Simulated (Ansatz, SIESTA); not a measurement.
## InSb3: programs and potentials compared

```
Sb In
1.0
     0.00000    3.79455    3.79455
     3.79455    0.00000    3.79455
     3.79455    3.79455    0.00000
Sb In
3 1
Cartesian
  3.7799 3.7577 3.8583
  5.6264 5.6284 5.7000
  1.9345 1.8573 1.9199
  0.0151 0.0023 -0.0521
```

The cell comes from a database or a generator and needn't be the stable form of this composition.

Atoms were shifted at random by some hundredths of an Å from the given cell, which wasn't relaxed again for these runs.

Alike in all runs: task single point; functional PBEsol; k mesh 6 × 6 × 6; occupations fermi-dirac, width 0.05 eV; no spin polarisation; no spin-orbit coupling. A missing gap at this level doesn't show that the real crystal is a metal. Pressure is positive in compression and, in plane waves, holds the error of the finite cutoff, which Ansatz's Pulay term estimates and takes out.

```csv
program and potentials,plane-wave cutoff (eV),notes,band gap (eV),pressure (GPa),largest force (eV/Å),energy over the undisturbed cell (meV/atom)
"Ansatz, Ansatz PAW",420,"potentials made for PBE, which Ansatz adapts in part; Pulay term of +0.04 GPa included",no gap,-2.98,0.187,3.30
"SIESTA, files PseudoDojo sr-pbesol-0.4.1-standard, DZP (energy shift 0.003 Ry; two zetas on semicore shells)",-,atomic basis,no gap,-1.58,0.254,5.21
"Ansatz, all-electron LAPW, scalar-relativistic",-,-,no gap,-2.97,0.187,-
```

Force on atom 4 (In), eV/Å:

```tsv
program and potentials	x	y	z
Ansatz, Ansatz PAW	-0.049	-0.088	0.158
SIESTA, files PseudoDojo sr-pbesol-0.4.1-standard, DZP (energy shift 0.003 Ry; two zetas on semicore shells)	-0.067	-0.121	0.213
Ansatz, all-electron LAPW, scalar-relativistic	-0.049	-0.088	0.158
```

None finds a gap. The pressure spans -2.98 (Ansatz, Ansatz PAW) to -1.58 GPa (SIESTA, files PseudoDojo sr-pbesol-0.4.1-standard, DZP (energy shift 0.003 Ry; two zetas on semicore shells)), with all-electron results at -2.97. Rows in atomic bases carry the error of their basis and grid, which can be large.

Differences between rows come from potentials, basis sets and numerical settings, since the functional is the same but for its coding. Runs on potential files found faulty are left out.
